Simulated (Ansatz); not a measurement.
Rh (fcc (Cu type)), relaxed and computed with several functionals in Ansatz (plane waves, PAW). Much of their spread follows the volume that each gives.

```csv
functional,V (Å³/atom),B₀ by P(V) fit (GPa)
PBEsol,13.50,?
r²SCAN+D4,13.59,292
LDA,13.23,317
PBE,14.05,257
PBE+D3(BJ),13.65,281
```

Q: Fit a straight line to ln B₀ against ln V and predict the withheld value.

A: Least squares on the 4 shown rows: ln B₀ = -3.52 × ln V + (14.850), with a scatter of 0.8 %. For PBEsol this gives 295. The run itself gave 295, a miss of 0.0 % of that.

All cells were relaxed under the symmetry of their starts (and spin orders); stability against distortions was not tested throughout. Named crystals with no word on spin ran without spin polarisation. Spin–orbit coupling is left out wherever it is not named.

Potentials: the earlier of the program's two PAW sets. The files were generated under PBE; for other functionals the program regenerates the frozen cores, and for LDA and PBEsol the local potential too.

Ansatz (a program for electronic structure) is a plane-wave DFT program.
